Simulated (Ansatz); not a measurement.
YTi2Ga4 in space group I4/mmm (No. 139; Y on 2a, Ga on 8h, Ti on 4d) under volume change, plane-wave PAW r²SCAN (Ansatz code), shape and atoms relaxed at each volume.

| V (Å³/atom) | E − E(relaxed) (meV/atom) | P (GPa) |
|---|---|---|
| 15.978 | 54.4 | 11.94 |
| 16.505 | 22.9 | 7.33 |
| 17.032 | 5.4 | 3.39 |
| 17.558 | 0.0 | 0.00 |
| 18.085 | ___ | ___ |
| 18.612 | ___ | ___ |
| 19.139 | 39.7 | -7.47 |

What belongs in the gaps?


- 18.612, E − E(relaxed) (meV/atom): 18.5
- 18.612, P (GPa): -5.36
- 18.085, E − E(relaxed) (meV/atom): 4.9
- 18.085, P (GPa): -2.89

What does a third-order Birch–Murnaghan fit give for V₀, B₀ and B′?

V₀ = 17.56 Å³/atom, B₀ = 104 GPa, B′ = 4.2.

The workflow started from an entry of the Crystallography Open Database (COD). Its standing as an ambient phase is unchecked. The r²SCAN relaxation kept the symmetry of its start; whether a distortion lowers the energy is not shown. No spin polarisation was allowed. Spin–orbit coupling is left out wherever it is not named.

Potentials: the later of the program's two PAW sets.
